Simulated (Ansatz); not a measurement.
Given:

Relaxed Si (diamond):

```
CELL_PARAMETERS angstrom
      0.00000     5.44406     5.44406
      2.72203     0.00000     2.72203
      2.72203     2.72203     0.00000
ATOMIC_POSITIONS crystal
  Si 0.25000 0.50000 0.50000
  Si 0.75000 0.50000 0.50000
  Si 0.37500 0.75000 0.75000
  Si 0.87500 0.75000 0.75000
```

The atoms are displaced by Q × the pattern below (from a DFPT mode at L = (0.5, 0.0, 0.0), largest move 1; Q in Å), at fixed cell. (q is in reciprocal vectors of the primitive cell; the cell shown is doubled to hold the pattern.)

```tsv
atom	x	y	z
Si1	-0.577	0.577	0.577
Si2	0.577	-0.577	-0.577
Si3	-0.577	0.577	0.577
Si4	0.577	-0.577	-0.577
```

The numbers are results of r2SCAN (plane waves to 500 eV, PAW, scalar-relativistic; Ansatz, a quantum-chemistry and plane-wave program), not measurements. k mesh 5×10×10 (Γ-centred), Fermi-Dirac smearing 0.05 eV. E stands for the smeared free energy. Si was relaxed with its symmetry unable to fall. The PAW data are Ansatz's earlier set. ΔE is measured from the undisplaced structure.

The scan covers Q from -0.100 to 0.100 Å in 13 points.

Question: Which space group does the distorted structure have?

Answer: R-3m (No. 166), lowered from Fd-3m.

Question: What is the energy change at Q = 0.100 Å?

Answer: 370 meV/cell.

Question: What harmonic wavenumber does the curvature at Q = 0 give?

Answer: 414 cm⁻¹.

(For displaced atoms, the force is minus the slope of the energy, and its curvature is a force constant, which sets phonon frequencies.)
